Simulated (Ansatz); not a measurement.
AlRu:
```
CELL_PARAMETERS angstrom
      2.97626     0.00000     0.00000
      0.00000     2.97626     0.00000
      0.00000     0.00000     2.97626
ATOMIC_POSITIONS crystal
  Al 0.00000 0.00000 0.00000
  Ru 0.50000 0.50000 0.50000
```

Relaxed with PBEsol. Special points in fractions of this cell's reciprocal vectors: Γ (0.000, 0.000, 0.000); X (0.000, 0.500, 0.000); M (0.500, 0.500, 0.000); R (0.500, 0.500, 0.500).

Q: List the band energies nearest the Fermi level at these points for DFT-PBEsol in the program Ansatz with PAW potentials.

A: In eV from the Fermi level; about four levels below and three above (degenerate sets whole), none deeper than 8.9 eV; points with the same levels are listed once.

| k | below | above |
|---|---|---|
| Γ | -3.67 -3.67 | 0.20 0.20 0.20 |
| X | -5.50 -2.85 -1.63 -1.63 | 0.46 2.34 7.41 |
| M | -1.38 -1.38 -1.19 -1.19 | 1.57 5.38 6.44 |
| R | -4.71 -4.71 -4.71 | 1.67 1.67 2.69 |

Space group Pm-3m (CsCl type). The PBEsol relaxation kept the symmetry of its start. No spin polarisation was allowed. Spin–orbit coupling is left out wherever it is not named.

Potentials: the later of the program's two PAW sets.
